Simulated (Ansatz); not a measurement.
## Yb3SnO: reading a single point

```xyz
5
Lattice="4.9031 0.0000 0.0000 0.0000 4.9031 0.0000 0.0000 0.0000 4.9031" Properties=species:S:1:pos:R:3 pbc="T T T"
Sn    0.0000    0.0000    0.0000
O     2.4515    2.4515    2.4515
Yb    0.0000    2.4515    2.4515
Yb    2.4515    0.0000    2.4515
Yb    2.4515    2.4515    0.0000
```

Level: r2SCAN, no spin polarisation; 500 eV; 5×5×5 Γ-centred mesh; fermi-dirac occupations (width 0.1 eV); Ansatz 0.2.0, fixed geometry.

Problem. Describe some of the short contacts.

Solution. O–Yb at 2.45 Å: least valence density 0.28 e/Å³ and ELF 0.09 there. Sn–Yb at 3.47 Å: least valence density 0.12 e/Å³ and ELF 0.19 there. These are pseudo-fields; inside the PAW spheres they differ from the all-electron ones.

Problem. Is the cell too large or too small?

Solution. The pressure is -5.2 GPa (compression positive), so with the atoms held at these fractions the cell would first shrink.

Problem. What happens at the Fermi level?

Solution. It is a metal, with about 0.46 states/eV a cell as the mean within 0.25 eV of the Fermi level, mostly Yb d (54 %) and Yb f (35 %).

Problem. What is the formation energy?

Solution. -1.74 eV an atom against the elements' usual phases (free molecules for gases, crystals otherwise, with no correction for O₂ or N₂), so it is bound against them; other compounds may still compete. Relaxing would lower it.

Problem. Give the Bader charges.

Solution. Bader charges in e: Yb +1.28, Sn -2.30, O -1.53. In the mean Yb gives up most and Sn takes most.

Origin: a database entry at a rescaled volume. Caveats: no spin polarisation, so a magnetic state may lie lower; f levels without a U or exact exchange are poorly placed.
